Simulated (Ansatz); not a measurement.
Band table of Ru (hcp type)

```xyz
2
Lattice="2.0452 0.0000 0.0000 -1.0226 1.7712 0.0000 0.0000 0.0000 3.3092" Properties=species:S:1:pos:R:3 pbc="T T T"
Ru    0.0000    1.1808    0.8273
Ru    1.0226    0.5904    2.4819
```

The cell comes from a relaxation on PAW files under the same functional.

All numbers are PBEsol results (scalar-relativistic) from Ansatz 0.2.0, with a Γ-centred 18×18×10 k mesh, Fermi–Dirac smearing of 0.05 eV, no spin polarisation. Methods: PAW: frozen-core files, cutoff 420 eV.

This run: volume at 0.45 of the series' base cell.

The PAW files were made under PBE.

Path points, in fractions of the reciprocal vectors: Γ (0.000, 0.000, 0.000), M (0.500, 0.000, 0.000), K (0.333, 0.333, 0.000), A (0.000, 0.000, 0.500), L (0.500, 0.000, 0.500), H (0.333, 0.333, 0.500). Levels in eV from the Fermi level; bands 9 to 18, counted from the lowest band of the run. The gap is zero, the pressure 1603 GPa.

```
# k(1/Å) point b9 b10 b11 b12 b13 b14 b15 b16 b17 b18
0.000 Γ -15.74 -9.82 -9.29 -9.29 -9.21 -7.07 -7.07 -4.97 -4.97 2.17
0.443 - -14.65 -11.15 -8.95 -7.91 -7.88 -7.26 -6.62 -6.17 -5.61 -1.45
0.887 - -16.08 -11.69 -11.26 -8.16 -8.01 -6.38 -4.06 -3.90 -1.70 -0.91
1.330 - -18.18 -14.99 -12.80 -9.61 -5.28 -5.13 -3.00 1.26 3.34 5.64
1.774 M -18.95 -16.15 -13.40 -10.13 -5.49 -4.19 -1.28 4.72 5.83 6.15
2.030 - -18.04 -16.47 -12.65 -10.00 -5.60 -4.19 -2.07 4.47 5.07 5.29
2.286 - -17.20 -15.61 -10.79 -9.57 -5.97 -4.13 -4.04 3.06 3.92 4.17
2.542 - -17.92 -12.32 -9.17 -8.83 -6.73 -6.47 -3.64 1.56 3.08 3.29
2.798 K -18.22 -9.24 -9.24 -8.59 -7.80 -7.80 -2.99 1.84 1.84 3.01
3.310 - -16.82 -12.42 -11.47 -9.70 -5.64 -5.30 -4.86 -1.45 3.62 4.18
3.822 - -13.42 -12.91 -12.79 -9.65 -7.31 -6.72 -4.62 -3.16 -0.73 3.63
4.334 - -14.22 -11.78 -8.47 -7.87 -7.38 -7.22 -7.14 -7.09 -4.57 -1.55
4.846 Γ -15.74 -9.82 -9.29 -9.29 -9.21 -7.07 -7.07 -4.97 -4.97 2.17
5.083 - -15.56 -9.89 -9.50 -9.50 -8.87 -7.38 -7.38 -4.33 -4.33 2.41
5.321 - -15.01 -10.66 -9.80 -9.80 -8.12 -8.12 -7.32 -2.76 -2.76 2.74
5.558 - -14.15 -11.81 -9.85 -9.85 -8.92 -8.92 -5.00 -0.80 -0.80 0.40
5.795 A -13.04 -13.04 -9.54 -9.54 -9.54 -9.54 -2.32 -2.32 1.10 1.10
6.239 - -12.50 -12.50 -10.51 -10.51 -8.30 -8.30 -4.04 -4.04 0.68 0.68
6.682 - -14.72 -14.72 -10.87 -10.87 -5.46 -5.46 -3.51 -3.51 0.44 0.44
7.126 - -16.36 -16.36 -13.59 -13.59 -4.07 -4.07 0.50 0.50 3.03 3.03
7.569 L -16.72 -16.72 -14.96 -14.96 -4.04 -4.04 1.97 1.97 5.53 5.53
7.825 - -16.20 -16.20 -14.48 -14.48 -5.16 -5.16 2.15 2.15 4.20 4.20
8.081 - -15.31 -15.31 -12.78 -12.78 -7.11 -7.11 0.06 0.06 3.75 3.75
8.337 - -14.51 -14.51 -11.31 -11.31 -7.50 -7.50 -2.78 -2.78 3.27 3.27
8.593 H -14.07 -14.07 -11.55 -11.55 -5.70 -5.70 -4.81 -4.81 2.77 2.77
9.105 - -14.77 -14.77 -10.55 -10.55 -7.19 -7.19 -5.05 -5.05 5.20 5.20
9.617 - -14.29 -14.29 -9.90 -9.90 -7.56 -7.56 -4.91 -4.91 2.89 2.89
10.129 - -12.40 -12.40 -10.77 -10.77 -7.89 -7.89 -4.40 -4.40 0.57 0.57
10.641 A -13.04 -13.04 -9.54 -9.54 -9.54 -9.54 -2.32 -2.32 1.10 1.10
```
